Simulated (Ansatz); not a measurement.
Trial structure of Zr₂Cl, not yet relaxed:

```yaml
crystal:
  lattice:
    - [0.00000, 4.16630, 4.16630]
    - [4.16630, 0.00000, 4.16630]
    - [4.16630, 4.16630, 0.00000]
  atoms:
    - { symbol: Zr, position: [0.12500, 0.12500, 0.12500] }
    - { symbol: Zr, position: [0.12500, 0.12500, 0.62500] }
    - { symbol: Zr, position: [0.12500, 0.62500, 0.12500] }
    - { symbol: Zr, position: [0.62500, 0.12500, 0.12500] }
    - { symbol: Cl, position: [0.00000, 0.00000, 0.00000] }
    - { symbol: Cl, position: [0.25000, 0.25000, 0.25000] }
```

Method: Ansatz, DFT PBE, scalar-relativistic, plane waves, PAW. Settings: cutoff 420 eV, Γ-centred mesh 4×4×4 on the computed 6-atom cell, Gaussian smearing of 0.10 eV; no spin polarisation.

The zero of energy is the elements' standard structures at the same level (Cl₂ as a molecule); no fitted shifts are applied.

**Question.** What does a single point on this coarse mesh give?

**Answer.** The pressure is 121.9 GPa (it wants to expand), the largest force is 0.00 eV/Å (symmetry fixes the atoms), and the energy is +7.46 eV/atom against the elements. The shortest distance is 1.80 Å.

**Question.** How much does it gain on relaxing, and where does it end?

**Answer.** Relaxing gains about 5.9 eV/atom (the start's value is from the coarse mesh, so the gain is rough) in 13 ionic steps and ends at +1.57 eV/atom on the finer mesh. The symmetry stays Fd-3m (No. 227). The end has the anti-beta-cristobalite type. The volume per atom grows by 124.6 %, from 24.1 to 54.1 Å³. The shortest distance goes from 1.80 Å (Zr–Cl) to 2.36 Å (Zr–Cl). Conventional cell: a = 10.913 Å. Around Zr lie 2 Cl at 2.36 Å; Cl is surrounded by 4 Zr at 2.36 Å.

The last run used a 6×6×6 mesh for its 6-atom cell and Gaussian smearing of 0.10 eV. The cell is a metal run without spin; a magnetic state may lie lower. The relaxation can't lower the symmetry of the start. Symmetry constrained the relaxation, so the result can be a saddle point.
